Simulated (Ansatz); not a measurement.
The relaxed structure here is a generated cell of WS2: the first start was made by placing the elements on the sites of a structure type, and the end was not matched to a known phase here, so it may be hypothetical. Known forms of WS2 include space group No. 194.

One starting cell of WS2 (a generated cell, WS2 placed in the rutile structure type) was relaxed twice with Ansatz (plane waves, PAW, scalar-relativistic): with PBEsol at 420 eV and with PBE at 420 eV. The PBEsol result:

```xyz
6
Lattice="5.8313 0.0000 0.0000 0.0000 5.8313 0.0000 0.0000 0.0000 3.1738" Properties=species:S:1:pos:R:3 pbc="T T T"
W      2.9156     2.9156     1.5869
W      0.0000     0.0000     0.0000
S      4.5802     4.5802     1.5869
S      1.6646     4.1667     0.0000
S      4.1667     1.6646     0.0000
S      1.2510     1.2510     1.5869
```

| quantity | PBEsol | PBE |
|---|---|---|
| space group | P4₂/mnm | P4₂/mnm |
| volume (Å³/atom) | 17.99 | [?] |
| a (Å) | 5.831 | [?] |
| c (Å) | 3.174 | [?] |
| gap (eV, no spin-orbit coupling) | 0.00 | [?] |

Q: Fill in the PBE column.

A: 
- volume (Å³/atom), PBE: 18.61
- a (Å), PBE: 5.878
- c (Å), PBE: 3.231
- gap (eV, no spin-orbit coupling), PBE: 0.00

Both levels end in the same structure; PBE's volume is 3.5 % larger. Neither column is exact.

No spin polarisation in the result.

The run could not lower the symmetry of its start; a shaken copy of this end point relaxes with PBEsol to Pnnm (No. 58), 0.07 eV/atom lower.

Ansatz is a program for electronic structure.
